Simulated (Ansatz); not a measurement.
From the elastic tensor of Be$_{3}$N$_{2}$ at 25 GPa (stress–strain coefficients) to moduli and sound speeds

Theory: Ansatz 0.2.0, DFT PBEsol, scalar-relativistic, plane waves, PAW. Settings: 420 eV plane-wave cutoff, Γ-centred 9×9×9 mesh, fixed occupations. No spin polarisation.

The structure is trigonal, space group R3m (No. 160). Conventional cell: a = 2.751 Å, b = 2.751 Å, c = 14.020 Å, α = 90.00°, β = 90.00°, γ = 120.00°. Around Be (site symmetry 3m) lie 3 N at 1.60 Å. Be (site symmetry 3m) has 4 N at 1.59 to 1.78 Å as nearest neighbours. Be (site symmetry 3m) has 4 N at 1.62 to 1.72 Å as nearest neighbours. N (site symmetry 3m) has 5 Be at 1.59 to 1.62 Å as nearest neighbours. N (site symmetry 3m) has 6 Be at 1.72 to 1.78 Å as nearest neighbours.

Other phases may be more stable at this pressure.

Relaxed-ion constants (GPa, on the Cartesian axes of the calculation):
C11 = 615.2, C12 = 199.0, C13 = 127.8, C14 = -28.0, C22 = 615.2, C23 = 127.8, C24 = 28.0, C33 = 580.1, C44 = 179.2, C55 = 179.2, C56 = -27.9, C66 = 208.1 GPa; the others vanish.

Density 2.984 g/cm³; 5 atoms in 30.63 Å³.

The values that follow are for a polycrystal of randomly turned grains, by Hill's mean where one number stands.

With S = C⁻¹: B_V = (C11+C22+C33+2(C12+C13+C23))/9, G_V = (C11+C22+C33−C12−C13−C23+3(C44+C55+C66))/15, 1/B_R = S11+S22+S33+2(S12+S13+S23), 15/G_R = 4(S11+S22+S33−S12−S13−S23)+3(S44+S55+S66); Hill is their mean. Then v_l = √((B+4G/3)/ρ), v_t = √(G/ρ), v_m = [(2/v_t³+1/v_l³)/3]^(−1/3) and Θ = (ħ/k_B)·v_m·(6π²n/V)^(1/3) for n atoms in the volume V; E = 9BG/(3B+G), ν = (3B−2G)/(2(3B+G)) and A^U = 5G_V/G_R + B_V/B_R − 6.

```json
{"Bulk modulus, Voigt / Reuss / Hill": "302.1 / 300.4 / 301.3 GPa", "Shear modulus, Voigt / Reuss / Hill": "203.7 / 197.3 / 200.5 GPa", "Young's modulus": "492 GPa", "Poisson ratio": "0.228", "Pugh ratio B/G": "1.50", "Universal anisotropy index": "0.17", "Longitudinal and transverse sound speeds": "13805 and 8198 m/s", "Debye temperature from the mean sound speed": "1477 K"}
```

Whether Be3N2 exists in this form wasn't checked.